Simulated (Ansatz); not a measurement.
SrTiO₃:
Space group Pm-3m (No. 221); a = b = c = 3.907 Å, α = β = γ = 90.00°

```json
[
 {"atom": "Sr", "site": "1a", "symmetry": "m-3m", "x": "0.0000", "y": "0.0000", "z": "0.0000"},
 {"atom": "Ti", "site": "1b", "symmetry": "m-3m", "x": "0.5000", "y": "0.5000", "z": "0.5000"},
 {"atom": "O", "site": "3c", "symmetry": "4/mm.m", "x": "0.0000", "y": "0.5000", "z": "0.5000"}
]
```

Relaxed with r²SCAN.

Question: Decompose the optical modes at the zone centre into irreducible representations, and say which are infrared and Raman allowed.

Answer: Point group m-3m: Γ_opt = 3T1u + T2u. Infrared: T1u. Raman: none.

Question: Assign frequencies (DFPT, r²SCAN in the plane-wave PAW code Ansatz; without the LO–TO term).

Answer: T1u 88i, T1u 161, T2u 249, T1u 536 cm⁻¹.

The r²SCAN relaxation kept the symmetry of its start. At this level the phase is dynamically unstable (imaginary phonons). The run is not spin-polarised.

Potentials: the later of the program's two PAW sets.
